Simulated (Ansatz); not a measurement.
**ScAl: zone-centre modes**

All numbers below come from DFT PBEsol, scalar-relativistic, plane waves, PAW in Ansatz 0.2.0. Cutoff 420 eV, Γ-centred 10×10×10 k-points, Gaussian smearing of 0.15 eV. No spin polarisation.

Zero of the scan (relaxed at this level; it needn't be the usual structure):

```yaml
crystal:
  lattice:
    - [-3.29071, 0.00000, 4.33681]
    - [-3.29071, 0.00000, -4.33681]
    - [1.64536, -5.50863, 0.00000]
  atoms:
    - { symbol: Sc, position: [0.54363, 0.29363, 0.67452] }
    - { symbol: Sc, position: [0.04363, 0.79363, 0.67452] }
    - { symbol: Sc, position: [0.45637, 0.70637, 0.32548] }
    - { symbol: Sc, position: [0.95637, 0.20637, 0.32548] }
    - { symbol: Al, position: [0.40980, 0.15980, 0.13921] }
    - { symbol: Al, position: [0.90980, 0.65980, 0.13921] }
    - { symbol: Al, position: [0.59020, 0.84020, 0.86079] }
    - { symbol: Al, position: [0.09020, 0.34020, 0.86079] }
```

Harmonic modes by finite displacements of 0.02 Å, without the LO–TO term. The cell doubles the primitive one, so its zone centre also holds the primitive cell's point q = (0, 1/2, 1/2).

(1) At this geometry, is the structure stable against these modes?

(2) List the wavenumbers in cm⁻¹.

## Answers

(1) Yes: no mode is imaginary beyond 10 cm⁻¹, and only the three translations lie near zero.

(2) 0, 0, 0, 43, 43, 150, 167, 167, 171, 171, 174, 179, 224, 229, 235, 235, 243, 243, 269, 275, 294, 335, 335, 350.

Cost: 1 run of about 11 core-minutes, on Intel Xeon 6975P-C (Granite Rapids) (shared hosts).